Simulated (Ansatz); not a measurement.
Here is the system:

Generalised stacking fault of LiF (rock salt) on the {110} plane. The cell below holds the perfect crystal with the plane normal along z; tilting its third vector by the shift puts one fault into each cell, between planes 1.41 Å apart, at fixed cell height.

```
CELL_PARAMETERS angstrom
      2.82150     0.00000     0.00000
      0.00000     3.99020     0.00000
      1.41075     1.99510     4.23224
ATOMIC_POSITIONS crystal
  F  0.00000 0.00000 0.83333
  F  0.33333 0.33333 0.16667
  F  0.66667 0.66667 0.50000
  Li 0.00000 0.50000 0.83333
  Li 0.33333 0.83333 0.16667
  Li 0.66667 0.16667 0.50000
```

In-plane vectors a = (2.821, 0.000) Å, b = (0.000, 3.990) Å, area 11.26 Å². The shift is s times the vector a + b (length 4.887 Å), so s = 1 restores the start. Atoms relax along the normal only. γ = [E(shift) − E(0)] / area.

All values below come from r2SCAN (plane waves to 500 eV, PAW, scalar-relativistic; Ansatz, a program for electronic structure). k mesh 10×10×10 (Γ-centred), Fermi-Dirac smearing 0.05 eV. Energies are extrapolated to zero smearing. Some relaxations began with atoms very close together and may have settled on another branch. Faults lie only 4.2 Å apart, and holding the cell height raises γ above its relaxed value. LiF was relaxed with its symmetry unable to fall. γ is measured from zero shift.

The scan covers s from 0.000 to 0.917 in 12 points.

Task: At which s is γ highest?

Result: s = 0.500.

Task: Does γ have a local minimum between the ends of the line, and at which s?

Result: No computed point is one.

Task: What is the highest γ among twelve even steps of s?

Result: 5.50 J/m².

(The slope of γ gives the shear force per area between the displaced halves; near zero shift its curvature is an elastic stiffness.)
